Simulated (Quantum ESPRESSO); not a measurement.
Si3O4NF, one run as intended and one with a planted mistake

Computed values, not a measurement. The program is pw.x of Quantum ESPRESSO 7.5 (plane-wave density functional theory). The cell is made up: 9 atoms on a quartz lattice, with randomly drawn elements, strain and displacements, not relaxed. PseudoDojo standard norm-conserving files (v0.5 for PBE, v0.4.1 for LDA and PBEsol) set the functional; there is no spin polarisation, spin-orbit coupling or dispersion term, and the masses in the input are unused placeholders.

Intended input:

```
&control calculation='scf', pseudo_dir='./dojo.nc.sr.pbe.v0_5.standard.upf', outdir='./o', disk_io='low', tprnfor=.true., tstress=.true. /
&system ibrav=0, nat=9, ntyp=4, nbnd=30, ecutwfc=84.00895049, nosym=.true., tot_charge=0,
 occupations='smearing', smearing='fd', degauss=0.0018374661
/
&electrons conv_thr=7.350e-09, electron_maxstep=60, /
ATOMIC_SPECIES
F 1.0 F.upf
N 1.0 N.upf
O 1.0 O.upf
Si 1.0 Si.upf
CELL_PARAMETERS angstrom
5.0778 0.0044 0.0631
-2.5351 4.4563 -0.1125
0.0693 -0.1026 5.5265
ATOMIC_POSITIONS angstrom
Si 2.5448 -0.0822 3.7195
Si -0.9326 1.9832 2.0277
Si 1.4609 2.3419 -0.0971
O 1.3782 1.0193 4.3379
N 3.1803 0.805 2.4703
F 2.8099 2.6089 0.5904
O 0.3424 2.0272 1.1086
O -1.0432 3.0981 2.8463
O 1.0339 3.7095 4.5318
K_POINTS automatic
5 5 4 1 1 1
```

The log is shortened where brackets say so; the opening notice, blank lines, dates and the lines on written files are dropped, and the path of the files is cut. It prints rydbergs, bohrs and kilobars, and counts compression as positive stress. Where no state is partly filled, the Fermi energy that it prints is only some level between the filled and the empty states on the mesh, and need not lie in the true gap.

Log of the intended run:

```
     Program PWSCF v.7.5
     Parallel version (MPI & OpenMP), running on       4 processor cores
     Number of MPI processes:                 4
     Threads/MPI process:                     1
     [start-up lines left out]
     bravais-lattice index     =            0
     lattice parameter (alat)  =       9.5964  a.u.
     unit-cell volume          =     843.9108 (a.u.)^3
     number of atoms/cell      =            9
     number of atomic types    =            4
     number of electrons       =        48.00
     number of Kohn-Sham states=           30
     kinetic-energy cutoff     =      84.0090  Ry
     charge density cutoff     =     336.0358  Ry
     scf convergence threshold =      7.3E-09
     mixing beta               =       0.7000
     number of iterations used =            8  plain     mixing
     Exchange-correlation= PBE
                           (   1   4   3   4   0   0   0)
     [axes and pseudopotential details left out]
   Cartesian axes
     site n.     atom                  positions (alat units)
         1        Si     tau(   1) = (   0.5011230  -0.0161869   0.7324454  )
         2        Si     tau(   2) = (  -0.1836480   0.3905325   0.3992955  )
         3        Si     tau(   3) = (   0.2876810   0.4611679  -0.0191210  )
         4        O      tau(   4) = (   0.2713957   0.2007210   0.8542210  )
         5        N      tau(   5) = (   0.6262660   0.1585209   0.4864525  )
         6        F      tau(   6) = (   0.5533266   0.5137456   0.1162618  )
         7        O      tau(   7) = (   0.0674255   0.3991970   0.2183060  )
         8        O      tau(   8) = (  -0.2054274   0.6100791   0.5604945  )
         9        O      tau(   9) = (   0.2035960   0.7304762   0.8924039  )
     number of k points=    50  Fermi-Dirac smearing, width (Ry)=  0.0018
                       cart. coord. in units 2pi/alat
        k(    1) = (   0.0984061   0.1728862   0.1168358), wk =   0.0400000
        k(    2) = (   0.0955464   0.1770615   0.3466693), wk =   0.0400000
     [further k points left out]
     Dense  grid:    87795 G-vectors     FFT dimensions: (  60,  60,  64)
     Estimated max dynamical RAM per process >     178.15 MB
     Estimated total dynamical RAM >     648.30 MB
     Initial potential from superposition of free atoms
     starting charge      47.9981, renormalised to      48.0000
     Starting wfcs are   36 randomized atomic wfcs
     total cpu time spent up to now is        3.1 secs
     per-process dynamical memory:   136.0 Mb
     Self-consistent Calculation
     iteration #  1     ecut=    84.01 Ry     beta= 0.70
     Davidson diagonalization with overlap
     ethr =  1.00E-02,  avg # of iterations =  3.0
     total cpu time spent up to now is        9.2 secs
     total energy              =    -227.04886140 Ry
     estimated scf accuracy    <       2.77697648 Ry
     iteration #  2     ecut=    84.01 Ry     beta= 0.70
     Davidson diagonalization with overlap
     ethr =  5.79E-03,  avg # of iterations =  2.9
     total cpu time spent up to now is       15.2 secs
     total energy              =    -227.77369046 Ry
     estimated scf accuracy    <       2.20115582 Ry
     [iterations 3 to 10 left out]
     iteration # 11     ecut=    84.01 Ry     beta= 0.70
     Davidson diagonalization with overlap
     ethr =  4.54E-11,  avg # of iterations =  4.5
     total cpu time spent up to now is       65.5 secs
     total energy              =    -228.20915414 Ry
     estimated scf accuracy    <       0.00000002 Ry
     iteration # 12     ecut=    84.01 Ry     beta= 0.70
     Davidson diagonalization with overlap
     ethr =  3.40E-11,  avg # of iterations =  2.0
     total cpu time spent up to now is       69.6 secs
     End of self-consistent calculation
     [lines on levels left out]
     the Fermi energy is     5.2351 ev
!    total energy              =    -228.20915414 Ry
     estimated scf accuracy    <          1.1E-09 Ry
     smearing contrib. (-TS)   =       0.00000000 Ry
     internal energy E=F+TS    =    -228.20915414 Ry
     The total energy is F=E-TS. E is the sum of the following terms:
     one-electron contribution =    -119.01414271 Ry
     hartree contribution      =      84.04767376 Ry
     xc contribution           =     -60.90155794 Ry
     ewald contribution        =    -132.34112726 Ry
     convergence has been achieved in  12 iterations
     Forces acting on atoms (cartesian axes, Ry/au):
     atom    1 type  4   force =    -0.12933106    0.07612266   -0.19669947
     atom    2 type  4   force =     0.01160100   -0.39861956   -0.23175010
     atom    3 type  4   force =    -0.23065426    0.01458581   -0.08434795
     atom    4 type  3   force =     0.04826282   -0.00982350    0.06213441
     atom    5 type  2   force =    -0.00890762   -0.10108364   -0.00436467
     atom    6 type  1   force =     0.08153821    0.04001760    0.00229665
     atom    7 type  3   force =     0.09235246    0.00698906   -0.09635479
     atom    8 type  3   force =     0.02606436    0.52843836    0.38042817
     atom    9 type  3   force =     0.10907411   -0.15662679    0.16865776
     Total force =     0.930982     Total SCF correction =     0.000038
     Computing stress (Cartesian axis) and pressure
          total   stress  (Ry/bohr**3)                   (kbar)     P=       85.55
   0.00032583  -0.00008536   0.00003457           47.93      -12.56        5.09
  -0.00008536   0.00082494   0.00078082          -12.56      121.35      114.86
   0.00003457   0.00078082   0.00059382            5.09      114.86       87.35
     init_run     :      2.89s CPU      3.03s WALL (       1 calls)
     electrons    :     65.91s CPU     66.49s WALL (       1 calls)
     forces       :      0.91s CPU      0.92s WALL (       1 calls)
     stress       :      2.80s CPU      2.80s WALL (       1 calls)
     [timing details left out]
     PWSCF        :   1m12.65s CPU   1m13.42s WALL
     JOB DONE.
```

A second run has one planted mistake: two atoms have their elements exchanged. The input lines that differ, file-writing options aside:

```
- N 3.1803 0.805 2.4703
+ F 3.1803 0.805 2.4703
- F 2.8099 2.6089 0.5904
+ N 2.8099 2.6089 0.5904
```

Its log:

```
     Program PWSCF v.7.5
     Parallel version (MPI & OpenMP), running on       4 processor cores
     Number of MPI processes:                 4
     Threads/MPI process:                     1
     [start-up lines left out]
     bravais-lattice index     =            0
     lattice parameter (alat)  =       9.5964  a.u.
     unit-cell volume          =     843.9108 (a.u.)^3
     number of atoms/cell      =            9
     number of atomic types    =            4
     number of electrons       =        48.00
     number of Kohn-Sham states=           30
     kinetic-energy cutoff     =      84.0090  Ry
     charge density cutoff     =     336.0358  Ry
     scf convergence threshold =      7.3E-09
     mixing beta               =       0.7000
     number of iterations used =            8  plain     mixing
     Exchange-correlation= PBE
                           (   1   4   3   4   0   0   0)
     [axes and pseudopotential details left out]
   Cartesian axes
     site n.     atom                  positions (alat units)
         1        Si     tau(   1) = (   0.5011230  -0.0161869   0.7324454  )
         2        Si     tau(   2) = (  -0.1836480   0.3905325   0.3992955  )
         3        Si     tau(   3) = (   0.2876810   0.4611679  -0.0191210  )
         4        O      tau(   4) = (   0.2713957   0.2007210   0.8542210  )
         5        F      tau(   5) = (   0.6262660   0.1585209   0.4864525  )
         6        N      tau(   6) = (   0.5533266   0.5137456   0.1162618  )
         7        O      tau(   7) = (   0.0674255   0.3991970   0.2183060  )
         8        O      tau(   8) = (  -0.2054274   0.6100791   0.5604945  )
         9        O      tau(   9) = (   0.2035960   0.7304762   0.8924039  )
     number of k points=    50  Fermi-Dirac smearing, width (Ry)=  0.0018
                       cart. coord. in units 2pi/alat
        k(    1) = (   0.0984061   0.1728862   0.1168358), wk =   0.0400000
        k(    2) = (   0.0955464   0.1770615   0.3466693), wk =   0.0400000
     [further k points left out]
     Dense  grid:    87795 G-vectors     FFT dimensions: (  60,  60,  64)
     Estimated max dynamical RAM per process >     178.15 MB
     Estimated total dynamical RAM >     648.30 MB
     Initial potential from superposition of free atoms
     starting charge      47.9981, renormalised to      48.0000
     Starting wfcs are   36 randomized atomic wfcs
     total cpu time spent up to now is        3.2 secs
     per-process dynamical memory:   135.9 Mb
     Self-consistent Calculation
     iteration #  1     ecut=    84.01 Ry     beta= 0.70
     Davidson diagonalization with overlap
     ethr =  1.00E-02,  avg # of iterations =  3.0
     total cpu time spent up to now is        9.3 secs
     total energy              =    -226.54930181 Ry
     estimated scf accuracy    <       3.16207887 Ry
     iteration #  2     ecut=    84.01 Ry     beta= 0.70
     Davidson diagonalization with overlap
     ethr =  6.59E-03,  avg # of iterations =  3.1
     total cpu time spent up to now is       14.6 secs
     total energy              =    -225.81847541 Ry
     estimated scf accuracy    <       8.83580112 Ry
     [iterations 3 to 12 left out]
     iteration # 13     ecut=    84.01 Ry     beta= 0.70
     Davidson diagonalization with overlap
     ethr =  1.42E-10,  avg # of iterations =  4.0
     total cpu time spent up to now is       67.2 secs
     total energy              =    -227.91985836 Ry
     estimated scf accuracy    <       0.00000003 Ry
     iteration # 14     ecut=    84.01 Ry     beta= 0.70
     Davidson diagonalization with overlap
     ethr =  5.29E-11,  avg # of iterations =  3.0
     total cpu time spent up to now is       71.5 secs
     End of self-consistent calculation
     [lines on levels left out]
     the Fermi energy is     5.4046 ev
!    total energy              =    -227.91985837 Ry
     estimated scf accuracy    <          9.3E-10 Ry
     smearing contrib. (-TS)   =      -0.00000007 Ry
     internal energy E=F+TS    =    -227.91985829 Ry
     The total energy is F=E-TS. E is the sum of the following terms:
     one-electron contribution =    -119.84012244 Ry
     hartree contribution      =      84.00954250 Ry
     xc contribution           =     -60.75637125 Ry
     ewald contribution        =    -131.33290711 Ry
     convergence has been achieved in  14 iterations
     Forces acting on atoms (cartesian axes, Ry/au):
     atom    1 type  4   force =    -0.26052517   -0.04545390    0.09259515
     atom    2 type  4   force =    -0.02084868   -0.12817766   -0.61563252
     atom    3 type  4   force =    -0.06639633    0.01980368    0.00203110
     atom    4 type  3   force =     0.05273457   -0.08671467   -0.09801840
     atom    5 type  1   force =    -0.04041476   -0.13274101    0.02027073
     atom    6 type  2   force =     0.22734849   -0.01595266    0.13705807
     atom    7 type  3   force =     0.01353640   -0.05416440    0.00648059
     atom    8 type  3   force =     0.04963814    0.50128599    0.42082448
     atom    9 type  3   force =     0.04492735   -0.05788537    0.03439080
     Total force =     1.014909     Total SCF correction =     0.000031
     Computing stress (Cartesian axis) and pressure
          total   stress  (Ry/bohr**3)                   (kbar)     P=       95.39
   0.00048976   0.00046194  -0.00029587           72.05       67.95      -43.52
   0.00046194   0.00092527   0.00074277           67.95      136.11      109.27
  -0.00029587   0.00074277   0.00053024          -43.52      109.27       78.00
     init_run     :      2.92s CPU      3.06s WALL (       1 calls)
     electrons    :     67.91s CPU     68.41s WALL (       1 calls)
     forces       :      1.20s CPU      1.22s WALL (       1 calls)
     stress       :      3.56s CPU      3.57s WALL (       1 calls)
     [timing details left out]
     PWSCF        :   1m15.76s CPU   1m16.45s WALL
     JOB DONE.
```

|  | intended run | run with the mistake |
| --- | --- | --- |
| free energy (eV) | -3104.944 | -3101.008 |
| smearing term -TS (eV) | 0.0000 | 0.0000 |
| pressure (GPa) | 8.55 | 9.54 |
| largest force component (eV/Å) | 13.587 | 15.829 |
| largest change of a force component (eV/Å) |  | 9.870 |
| iterations | 12 | 14 |

For scale, a rerun of the intended cell at a cutoff of 1437 eV and k mesh 7 x 7 x 6 moved values by no more than 0.002 eV in energy, 0.02 GPa in stress and 0.002 eV/Å in force.